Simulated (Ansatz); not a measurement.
Structure: Mg₃Se₂S as one 6-atom ordering (I4/mmm) on the rocksalt lattice, at its r2SCAN minimum. S has 6 Mg at 2.60–2.70 Å; Mg has 1 S at 2.60 Å and 5 Se at 2.70–2.80 Å; Se has 6 Mg at 2.68–2.80 Å; Mg has 2 Se at 2.68 Å and 4 S at 2.70 Å.

Space group I4/mmm (No. 139). a = 3.812 Å, b = 3.812 Å, c = 16.147 Å, α = 90.00°, β = 90.00°, γ = 90.00°

| atom | site | symmetry | x | y | z |
| --- | --- | --- | --- | --- | --- |
| S | 2a | 4/mmm | 0.0000 | 0.0000 | 0.0000 |
| Mg | 4e | 4mm | 0.5000 | 0.5000 | 0.3392 |
| Se | 4e | 4mm | 0.0000 | 0.0000 | 0.3339 |
| Mg | 2b | 4/mmm | 0.5000 | 0.5000 | 0.0000 |

4 runs of the plane-wave code Ansatz on this cell differ in the functional (and in the settings that go with it). Levels are in eV from each run's valence top; v1 is the last filled band, c1 the first empty one.

Run A, mean stress +1.2 GPa (compression positive):
```
point     v4     v3     v2     v1    c1    c2
    Γ  -1.29  -0.04   0.00   0.00  2.85  3.13
    X  -2.48  -2.23  -1.74  -1.71  2.09  3.65
    P  -2.05  -2.02  -2.02  -1.84  2.60  2.63
    N  -0.93  -0.59  -0.47  -0.45  4.02  5.03
```

Run B, mean stress -0.3 GPa (compression positive):
```
point     v4     v3     v2     v1    c1    c2
    Γ  -1.41  -0.04   0.00   0.00  4.53  4.78
    X  -2.72  -2.40  -1.93  -1.88  3.69  5.32
    P  -2.24  -2.23  -2.23  -1.99  4.20  4.24
    N  -1.07  -0.66  -0.51  -0.48  5.64  6.73
```

Run C, mean stress -0.3 GPa (compression positive):
```
point     v4     v3     v2     v1    c1    c2
    Γ  -1.40  -0.04   0.00   0.00  3.86  4.07
    X  -2.68  -2.36  -1.91  -1.86  2.99  4.60
    P  -2.21  -2.20  -2.20  -1.97  3.50  3.54
    N  -1.05  -0.65  -0.51  -0.48  4.95  6.02
```

Run D, mean stress 0.0 GPa (compression positive):
```
point     v4     v3     v2     v1    c1    c2
    Γ  -1.31  -0.04   0.00   0.00  3.73  3.82
    X  -2.48  -2.20  -1.78  -1.74  2.76  4.30
    P  -2.06  -2.05  -2.05  -1.85  3.25  3.28
    N  -0.97  -0.62  -0.50  -0.47  4.70  5.69
```

Question: Match the runs to PBE, r2SCAN, HSE06, PBE0.

Answer: A is PBE, B is PBE0, C is HSE06, D is r2SCAN. In order of the gap: PBE 2.09, r2SCAN 2.76, HSE06 2.99, PBE0 3.69 eV.

The cell comes from a prototype generator: it can be a known phase or a hypothetical one. Spin polarisation is off.

The runs are scalar-relativistic, without spin-orbit coupling.

The stress of a hybrid is loosely converged in these runs.
